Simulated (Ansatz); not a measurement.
GaN:
```
CELL_PARAMETERS angstrom
      0.00000     2.22759     2.22759
      2.22759     0.00000     2.22759
      2.22759     2.22759     0.00000
ATOMIC_POSITIONS crystal
  Ga 0.00000 0.00000 0.00000
  N  0.25000 0.25000 0.25000
```

Cartesian axes are those of the cell as given.

Question: Give the proper piezoelectric stress tensor with relaxed ions from DFT-LDA in the program Ansatz with PAW potentials.

Answer: In C/m², rows x, y, z, Voigt columns; mesh uncertainty up to 0.00.
```
0.00  0.00  0.00  0.43  0.00  0.00
0.00  0.00  0.00  0.00  0.43  0.00
0.00  0.00  0.00  0.00  0.00  0.43
```

The elastic tensor of the same run (GPa):

```
289  159  159  0.0  0.0  0.0
159  289  159  0.0  0.0  0.0
159  159  289  0.0  0.0  0.0
0.0  0.0  0.0  161  0.0  0.0
0.0  0.0  0.0  0.0  161  0.0
0.0  0.0  0.0  0.0  0.0  161
```

Question: Convert to strain constants d = e·S.

Answer: In pC/N:
```
0.0  0.0  0.0  2.7  0.0  0.0
0.0  0.0  0.0  0.0  2.7  0.0
0.0  0.0  0.0  0.0  0.0  2.7
```

Space group F-43m (zinc blende). The cell was relaxed with LDA under the symmetry of its start. Signs of piezoelectric constants follow the polarity of the cell as given.

Potentials: the earlier of the program's two PAW sets. The files were generated under PBE; for other functionals the program regenerates the frozen cores, and for LDA and PBEsol the local potential too.
